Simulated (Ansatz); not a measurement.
Data:

CsPH2O4:
```cif
data_H4Cs2O8P2
_chemical_formula_sum 'Cs2 H4 P2 O8'
_space_group_name_H-M_alt 'P 1'
_space_group_IT_number 1
_cell_length_a 4.88976
_cell_length_b 6.27652
_cell_length_c 7.84880
_cell_angle_alpha 90.000
_cell_angle_beta 105.131
_cell_angle_gamma 90.000
loop_
_space_group_symop_operation_xyz
  'x, y, z'
loop_
_atom_site_label
_atom_site_type_symbol
_atom_site_fract_x
_atom_site_fract_y
_atom_site_fract_z
_atom_site_occupancy
Cs1 Cs 0.27580 0.21928 0.73310 1
Cs2 Cs 0.72420 0.71928 0.26690 1
H1 H 0.02810 0.98000 0.01945 1
H2 H 0.97190 0.48000 0.98055 1
H3 H 0.67576 0.22495 0.34827 1
H4 H 0.32424 0.72495 0.65173 1
P1 P 0.20093 0.22901 0.23561 1
P2 P 0.79907 0.72901 0.76439 1
O1 O 0.20817 0.01745 0.12804 1
O2 O 0.79183 0.51745 0.87196 1
O3 O 0.19904 0.42453 0.11845 1
O4 O 0.80096 0.92453 0.88155 1
O5 O 0.03384 0.72459 0.67096 1
O6 O 0.96616 0.22459 0.32904 1
O7 O 0.48786 0.22370 0.38568 1
O8 O 0.51214 0.72370 0.61432 1
```

This is the PBEsol-relaxed structure.

**Question.** All from PBEsol (plane waves, PAW; program Ansatz), unless another level is named. Give the bulk modulus (Birch–Murnaghan fit).

**Answer.** 20.8 GPa.

**Question.** And the highest zone-centre frequency (without LO–TO term)?

**Answer.** 2527 cm⁻¹.

Space group P2_1. The first step of the workflow began from a Materials Project structure, measured or hypothetical; the Crystallography Open Database files this formula in space group No. 4, but the cells were not matched. Its standing as an ambient phase is unchecked. Symmetry was held in the PBEsol relaxation; of distortions, only those at the zone centre were tested. Scalar-relativistic: spin–orbit coupling is off unless named, which matters more the heavier the elements.

Potentials: the later of the program's two PAW sets.
